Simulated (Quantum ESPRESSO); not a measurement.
## Si3O4NF (one run as intended and one with a planted mistake)

Simulated, not a measurement. The program is pw.x of Quantum ESPRESSO 7.5 (plane-wave density functional theory). The cell is made up: 9 atoms on a quartz lattice, with randomly drawn elements, strain and displacements, not relaxed. PseudoDojo standard norm-conserving files (v0.5 for PBE, v0.4.1 for LDA and PBEsol) set the functional; there is no spin polarisation, spin-orbit coupling or dispersion term, and the masses in the input are unused placeholders.

Intended input:

```
&control calculation='scf', pseudo_dir='./dojo.nc.sr.pbe.v0_5.standard.upf', outdir='./o', disk_io='low', tprnfor=.true., tstress=.true. /
&system ibrav=0, nat=9, ntyp=4, nbnd=30, ecutwfc=84.00895049, nosym=.true., tot_charge=0,
 occupations='smearing', smearing='fd', degauss=0.0018374661
/
&electrons conv_thr=7.350e-09, electron_maxstep=60, /
ATOMIC_SPECIES
F 1.0 F.upf
N 1.0 N.upf
O 1.0 O.upf
Si 1.0 Si.upf
CELL_PARAMETERS angstrom
4.8448 -0.0358 -0.0694
-2.4534 4.3371 -0.0387
-0.0762 -0.093 5.4322
ATOMIC_POSITIONS angstrom
Si 2.3287 0.0795 3.7068
Si -1.1633 2.1136 1.7094
Si 1.2449 2.1579 -0.1295
O 1.359 0.9737 4.3263
N 3.1864 0.5562 2.4856
O 2.636 2.4916 0.5451
O 0.3409 1.8263 1.0726
O -1.1521 3.1859 2.9261
F 0.6254 3.6613 4.7305
K_POINTS automatic
5 5 4 1 1 1
```

The log is shortened where brackets say so; the opening notice, blank lines, dates and the lines on written files are dropped, and the path of the files is cut. It prints rydbergs, bohrs and kilobars, and counts compression as positive stress. Where no state is partly filled, the Fermi energy that it prints is only some level between the filled and the empty states on the mesh, and need not lie in the true gap.

Log of the intended run:

```
     Program PWSCF v.7.5
     Parallel version (MPI & OpenMP), running on       4 processor cores
     Number of MPI processes:                 4
     Threads/MPI process:                     1
     [start-up lines left out]
     bravais-lattice index     =            0
     lattice parameter (alat)  =       9.1565  a.u.
     unit-cell volume          =     766.6785 (a.u.)^3
     number of atoms/cell      =            9
     number of atomic types    =            4
     number of electrons       =        48.00
     number of Kohn-Sham states=           30
     kinetic-energy cutoff     =      84.0090  Ry
     charge density cutoff     =     336.0358  Ry
     scf convergence threshold =      7.3E-09
     mixing beta               =       0.7000
     number of iterations used =            8  plain     mixing
     Exchange-correlation= PBE
                           (   1   4   3   4   0   0   0)
     [axes and pseudopotential details left out]
   Cartesian axes
     site n.     atom                  positions (alat units)
         1        Si     tau(   1) = (   0.4805973   0.0164072   0.7650096  )
         2        Si     tau(   2) = (  -0.2400819   0.4362049   0.3527861  )
         3        Si     tau(   3) = (   0.2569225   0.4453475  -0.0267262  )
         4        O      tau(   4) = (   0.2804705   0.2009523   0.8928621  )
         5        N      tau(   5) = (   0.6576094   0.1147886   0.5129783  )
         6        O      tau(   6) = (   0.5440178   0.5142166   0.1124978  )
         7        O      tau(   7) = (   0.0703550   0.3769119   0.2213633  )
         8        O      tau(   8) = (  -0.2377705   0.6575062   0.6038887  )
         9        F      tau(   9) = (   0.1290701   0.7556193   0.9762809  )
     number of k points=    50  Fermi-Dirac smearing, width (Ry)=  0.0018
                       cart. coord. in units 2pi/alat
        k(    1) = (   0.1029362   0.1709831   0.1158690), wk =   0.0400000
        k(    2) = (   0.1061603   0.1747977   0.3389753), wk =   0.0400000
     [further k points left out]
     Dense  grid:    79721 G-vectors     FFT dimensions: (  54,  60,  60)
     Estimated max dynamical RAM per process >     161.37 MB
     Estimated total dynamical RAM >     587.07 MB
     Initial potential from superposition of free atoms
     starting charge      47.9981, renormalised to      48.0000
     Starting wfcs are   36 randomized atomic wfcs
     total cpu time spent up to now is       12.2 secs
     per-process dynamical memory:   126.4 Mb
     Self-consistent Calculation
     iteration #  1     ecut=    84.01 Ry     beta= 0.70
     Davidson diagonalization with overlap
     ethr =  1.00E-02,  avg # of iterations =  3.0
     total cpu time spent up to now is       32.9 secs
     total energy              =    -226.93583843 Ry
     estimated scf accuracy    <       2.87882885 Ry
     iteration #  2     ecut=    84.01 Ry     beta= 0.70
     Davidson diagonalization with overlap
     ethr =  6.00E-03,  avg # of iterations =  3.0
     total cpu time spent up to now is       53.3 secs
     total energy              =    -227.15411070 Ry
     estimated scf accuracy    <       3.67780380 Ry
     [iterations 3 to 9 left out]
     iteration # 10     ecut=    84.01 Ry     beta= 0.70
     Davidson diagonalization with overlap
     ethr =  3.70E-09,  avg # of iterations =  3.0
     total cpu time spent up to now is      205.4 secs
     total energy              =    -228.12495901 Ry
     estimated scf accuracy    <       0.00000012 Ry
     iteration # 11     ecut=    84.01 Ry     beta= 0.70
     Davidson diagonalization with overlap
     ethr =  2.56E-10,  avg # of iterations =  2.0
     total cpu time spent up to now is      221.0 secs
     End of self-consistent calculation
     [lines on levels left out]
     the Fermi energy is     6.5098 ev
!    total energy              =    -228.12495903 Ry
     estimated scf accuracy    <          4.3E-09 Ry
     smearing contrib. (-TS)   =      -0.00000000 Ry
     internal energy E=F+TS    =    -228.12495903 Ry
     The total energy is F=E-TS. E is the sum of the following terms:
     one-electron contribution =    -111.01178245 Ry
     hartree contribution      =      81.10209601 Ry
     xc contribution           =     -61.26982939 Ry
     ewald contribution        =    -136.94544320 Ry
     convergence has been achieved in  11 iterations
     Forces acting on atoms (cartesian axes, Ry/au):
     atom    1 type  4   force =    -0.00997754   -0.14321093   -0.49657222
     atom    2 type  4   force =     0.00195529   -0.15891595    0.23114701
     atom    3 type  4   force =     0.03625452    0.13769119    0.17792525
     atom    4 type  3   force =    -0.22226142    0.06707706    0.01890235
     atom    5 type  2   force =     0.11047852    0.12719559   -0.12344671
     atom    6 type  3   force =     0.00415830    0.06651462   -0.09405245
     atom    7 type  3   force =    -0.10195288    0.00723222    0.02053414
     atom    8 type  3   force =     0.04528911    0.05152918    0.06400452
     atom    9 type  1   force =     0.13605610   -0.15511300    0.20155812
     Total force =     0.782206     Total SCF correction =     0.000136
     Computing stress (Cartesian axis) and pressure
          total   stress  (Ry/bohr**3)                   (kbar)     P=      204.45
   0.00154960  -0.00083813  -0.00034680          227.95     -123.29      -51.02
  -0.00083813   0.00112027   0.00037694         -123.29      164.80       55.45
  -0.00034680   0.00037694   0.00149963          -51.02       55.45      220.60
     init_run     :     11.21s CPU     11.92s WALL (       1 calls)
     electrons    :    206.73s CPU    209.08s WALL (       1 calls)
     forces       :      3.26s CPU      3.33s WALL (       1 calls)
     stress       :     10.45s CPU     10.46s WALL (       1 calls)
     [timing details left out]
     PWSCF        :   3m52.06s CPU   3m55.42s WALL
     JOB DONE.
```

A second run has one planted mistake: the plane-wave cutoff is too low. The input lines that differ, file-writing options aside:

```
- &system ibrav=0, nat=9, ntyp=4, nbnd=30, ecutwfc=84.00895049, nosym=.true., tot_charge=0,
+ &system ibrav=0, nat=9, ntyp=4, nbnd=30, ecutwfc=59.46040328, nosym=.true., tot_charge=0,
```

Its log:

```
     Program PWSCF v.7.5
     Parallel version (MPI & OpenMP), running on       4 processor cores
     Number of MPI processes:                 4
     Threads/MPI process:                     1
     [start-up lines left out]
     bravais-lattice index     =            0
     lattice parameter (alat)  =       9.1565  a.u.
     unit-cell volume          =     766.6785 (a.u.)^3
     number of atoms/cell      =            9
     number of atomic types    =            4
     number of electrons       =        48.00
     number of Kohn-Sham states=           30
     kinetic-energy cutoff     =      59.4604  Ry
     charge density cutoff     =     237.8416  Ry
     scf convergence threshold =      7.3E-09
     mixing beta               =       0.7000
     number of iterations used =            8  plain     mixing
     Exchange-correlation= PBE
                           (   1   4   3   4   0   0   0)
     [axes and pseudopotential details left out]
   Cartesian axes
     site n.     atom                  positions (alat units)
         1        Si     tau(   1) = (   0.4805973   0.0164072   0.7650096  )
         2        Si     tau(   2) = (  -0.2400819   0.4362049   0.3527861  )
         3        Si     tau(   3) = (   0.2569225   0.4453475  -0.0267262  )
         4        O      tau(   4) = (   0.2804705   0.2009523   0.8928621  )
         5        N      tau(   5) = (   0.6576094   0.1147886   0.5129783  )
         6        O      tau(   6) = (   0.5440178   0.5142166   0.1124978  )
         7        O      tau(   7) = (   0.0703550   0.3769119   0.2213633  )
         8        O      tau(   8) = (  -0.2377705   0.6575062   0.6038887  )
         9        F      tau(   9) = (   0.1290701   0.7556193   0.9762809  )
     number of k points=    50  Fermi-Dirac smearing, width (Ry)=  0.0018
                       cart. coord. in units 2pi/alat
        k(    1) = (   0.1029362   0.1709831   0.1158690), wk =   0.0400000
        k(    2) = (   0.1061603   0.1747977   0.3389753), wk =   0.0400000
     [further k points left out]
     Dense  grid:    47471 G-vectors     FFT dimensions: (  45,  48,  54)
     Estimated max dynamical RAM per process >      97.68 MB
     Estimated total dynamical RAM >     355.97 MB
     Check: negative core charge=   -0.000028
     Initial potential from superposition of free atoms
     starting charge      47.9981, renormalised to      48.0000
     Starting wfcs are   36 randomized atomic wfcs
     total cpu time spent up to now is        5.8 secs
     per-process dynamical memory:    79.1 Mb
     Self-consistent Calculation
     iteration #  1     ecut=    59.46 Ry     beta= 0.70
     Davidson diagonalization with overlap
     ethr =  1.00E-02,  avg # of iterations =  3.0
     total cpu time spent up to now is       16.9 secs
     total energy              =    -226.90297234 Ry
     estimated scf accuracy    <       2.82951753 Ry
     iteration #  2     ecut=    59.46 Ry     beta= 0.70
     Davidson diagonalization with overlap
     ethr =  5.89E-03,  avg # of iterations =  3.0
     total cpu time spent up to now is       28.1 secs
     total energy              =    -227.10256428 Ry
     estimated scf accuracy    <       3.63015156 Ry
     [iterations 3 to 9 left out]
     iteration # 10     ecut=    59.46 Ry     beta= 0.70
     Davidson diagonalization with overlap
     ethr =  3.53E-09,  avg # of iterations =  3.0
     total cpu time spent up to now is      122.2 secs
     total energy              =    -228.06594811 Ry
     estimated scf accuracy    <       0.00000012 Ry
     iteration # 11     ecut=    59.46 Ry     beta= 0.70
     Davidson diagonalization with overlap
     ethr =  2.43E-10,  avg # of iterations =  2.0
     total cpu time spent up to now is      132.7 secs
     End of self-consistent calculation
     [lines on levels left out]
     the Fermi energy is     6.5058 ev
!    total energy              =    -228.06594813 Ry
     estimated scf accuracy    <          3.6E-09 Ry
     smearing contrib. (-TS)   =      -0.00000000 Ry
     internal energy E=F+TS    =    -228.06594813 Ry
     The total energy is F=E-TS. E is the sum of the following terms:
     one-electron contribution =    -110.89501012 Ry
     hartree contribution      =      81.01813070 Ry
     xc contribution           =     -61.24362549 Ry
     ewald contribution        =    -136.94544322 Ry
     convergence has been achieved in  11 iterations
     Forces acting on atoms (cartesian axes, Ry/au):
     atom    1 type  4   force =    -0.00987016   -0.14335354   -0.49650215
     atom    2 type  4   force =     0.00190561   -0.15898847    0.23116377
     atom    3 type  4   force =     0.03616956    0.13764851    0.17789282
     atom    4 type  3   force =    -0.22209414    0.06707241    0.01935355
     atom    5 type  2   force =     0.11023651    0.12670350   -0.12332538
     atom    6 type  3   force =     0.00371428    0.06632903   -0.09467610
     atom    7 type  3   force =    -0.10123749    0.00698106    0.02035560
     atom    8 type  3   force =     0.04549188    0.05236589    0.06450747
     atom    9 type  1   force =     0.13568395   -0.15475839    0.20123041
     Total force =     0.781864     Total SCF correction =     0.000113
     Computing stress (Cartesian axis) and pressure
          total   stress  (Ry/bohr**3)                   (kbar)     P=      121.53
   0.00098471  -0.00084710  -0.00034131          144.86     -124.61      -50.21
  -0.00084710   0.00055843   0.00037426         -124.61       82.15       55.06
  -0.00034131   0.00037426   0.00093529          -50.21       55.06      137.59
     init_run     :      5.24s CPU      5.56s WALL (       1 calls)
     electrons    :    125.84s CPU    126.99s WALL (       1 calls)
     forces       :      2.04s CPU      2.07s WALL (       1 calls)
     stress       :      5.46s CPU      5.48s WALL (       1 calls)
     [timing details left out]
     PWSCF        :   2m18.91s CPU   2m20.61s WALL
     JOB DONE.
```

|  | intended run | run with the mistake |
| --- | --- | --- |
| free energy (eV) | -3103.798 | -3102.995 |
| smearing term -TS (eV) | 0.0000 | 0.0000 |
| pressure (GPa) | 20.45 | 12.15 |
| largest force component (eV/Å) | 12.767 | 12.766 |
| largest change of a force component (eV/Å) |  | 0.022 |
| iterations | 11 | 11 |

For scale, a rerun of the intended cell at a cutoff of 1437 eV and k mesh 7 x 7 x 6 moved values by no more than 0.002 eV in energy, 0.02 GPa in stress and 0.003 eV/Å in force.